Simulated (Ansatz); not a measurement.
LaTiHO2:
```
CELL_PARAMETERS angstrom
      4.00468     0.00000     0.00000
      0.00000     4.00468     0.00000
      0.00000     0.00000     3.66524
ATOMIC_POSITIONS crystal
  La 0.50000 0.50000 0.50000
  Ti 0.00000 0.00000 0.00000
  O  0.50000 0.00000 0.00000
  O  0.00000 0.50000 0.00000
  H  0.00000 0.00000 0.50000
```

Relaxed with r²SCAN.

### Question
Give the Bader charges and basin volumes of the independent atoms, DFT-r²SCAN in the program Ansatz with PAW potentials.

### Answer


| atom | Bader charge (e) | Bader volume (Å³) |
|---|---|---|
| La1 | +1.82 | 19.1 |
| Ti2 | +1.73 | 8.5 |
| O3 | -1.41 | 11.9 |
| H5 | -0.73 | 7.2 |

Space group P4/mmm. The start of the workflow was typed in or built on a structure type; neither database checked (COD, Materials Project) lists it. Its standing as an ambient phase is unchecked. Symmetry was held in the r²SCAN relaxation; its stability against distortions is not shown here. The workflow began spin-polarised and lost its moments. Spin–orbit coupling is left out wherever it is not named.

Potentials: the earlier of the program's two PAW sets. The files were generated under PBE; for other functionals the program regenerates the frozen cores, and for LDA and PBEsol the local potential too.
